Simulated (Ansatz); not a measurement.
A geometry of AlRu away from equilibrium: step 2 of the relaxation of a relaxed AlRu cell, doubled along one cell vector, shaken by Gaussian noise of σ = 0.08 Å a coordinate. All values below come from PBE (plane waves to 420 eV, PAW, scalar-relativistic; Ansatz, a first-principles code). Γ-centred k-mesh 11×11×6 on the run's cell (coarser than for final values), Fermi–Dirac smearing 0.05 eV. The plane waves were selected for a different cell earlier on the path.

```
AlRu
1.0
    2.99281    -0.02243     0.00510
   -0.02243     2.98434     0.02617
    0.01019     0.05234     5.92515
Ru Al
2 2
Cartesian
 -0.04978  -0.02905   0.03659
 -0.08189  -0.06030   2.95330
  1.43444   1.46295   1.50294
  1.48615   1.57783   4.44928
```

**Question.** Give the Cartesian forces on all atoms (eV/Å).

**Answer.** 
```csv
atom,Fx,Fy,Fz
Ru1,0.13,0.27,-0.51
Ru2,0.60,0.93,0.06
Al3,-0.13,-0.22,0.03
Al4,-0.60,-0.98,0.42
```

The path ends in Pm-3m (No. 221) (CsCl type). No spin polarisation in the result.
